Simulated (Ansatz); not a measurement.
Input:

CsPbCl$_{3}$:
```
CsPbCl3
1.0
    5.51682     0.00000     0.00000
    0.00000     5.51682     0.00000
    0.00000     0.00000     5.51682
Cs Pb Cl
1 1 3
Cartesian
  0.00000   0.00000   0.00000
  2.75841   2.75841   2.75841
  0.00000   2.75841   2.75841
  2.75841   2.75841   0.00000
  2.75841   0.00000   2.75841
```

This is the LDA-relaxed structure.

Q: All from LDA (plane waves, PAW; program Ansatz), unless another level is named. Predict the hole effective mass.

A: 0.14 mₑ (isotropic).

Q: Give the formation energy from the elements (no fitted shifts).

A: -1.48 eV/atom.

Q: And the weight of the conduction-edge state by species (Voronoi cells)?

A: Pb 54 %, Cl 42 %, Cs 4 %.

Space group Pm-3m (cubic perovskite). This is a known high-temperature phase of the composition, computed here at zero pressure and temperature. The LDA relaxation kept the symmetry of its start. At this level the phase is dynamically unstable (imaginary phonons). The references are the lowest solids computed at this level, not always the standard phases (solids in place of the gases). Scalar-relativistic: spin–orbit coupling is off unless named, which matters more the heavier the elements.

Potentials: the later of the program's two PAW sets.

Edges and masses are those of Kohn–Sham bands, whose gap is no quasiparticle gap.
